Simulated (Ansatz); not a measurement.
A trial cell of Sn3Ge2Se5, before relaxation:

```yaml
crystal:
  lattice:
    - [-2.10566, 2.10566, 14.88928]
    - [2.10566, -2.10566, 14.88928]
    - [2.10566, 2.10566, -14.88928]
  atoms:
    - { symbol: Sn, position: [0.00000, 0.00000, 0.00000] }
    - { symbol: Sn, position: [0.60000, 0.60000, 0.00000] }
    - { symbol: Sn, position: [0.40000, 0.40000, 0.00000] }
    - { symbol: Ge, position: [0.20000, 0.20000, 0.00000] }
    - { symbol: Ge, position: [0.80000, 0.80000, 0.00000] }
    - { symbol: Se, position: [0.10000, 0.10000, 0.00000] }
    - { symbol: Se, position: [0.70000, 0.70000, 0.00000] }
    - { symbol: Se, position: [0.30000, 0.30000, 0.00000] }
    - { symbol: Se, position: [0.90000, 0.90000, 0.00000] }
    - { symbol: Se, position: [0.50000, 0.50000, 0.00000] }
```

Theory: DFT PBE, scalar-relativistic, plane waves, PAW in Ansatz. Cutoff 420 eV, Gaussian smearing, Γ-centred meshes. Cell and atoms relax on a converged mesh. In metals the finer mesh still leaves noise of several meV/atom or more. The steps can't lower the symmetry of their start. No spin polarisation.

A guess keeps its type if space group and coordination stay and the shape of the cell changes little (axis ratios within about 15 %, angles within 6°); the volume may change.

**Question.** Does this structure survive the relaxation?

**Answer.** It keeps its type. The symmetry stays I4/mmm (No. 139). The volume per atom shrinks by 1.8 %, from 26.4 to 25.9 Å³. The shortest distance goes from 2.98 Å (Ge–Se and Sn–Se) to 2.71 Å (Ge–Se). The ratio c/a of the conventional cell changes by a factor of 1.00. Counting neighbours within 15 % of an atom's shortest distance, the start has Ge 6, Se 6, Sn 6 and the end Ge 6, Se 6, Sn 6.

The last run used a 12×12×12 mesh for its 10-atom cell and Gaussian smearing of 0.10 eV. A structure relaxed within its symmetry needn't be a true minimum.
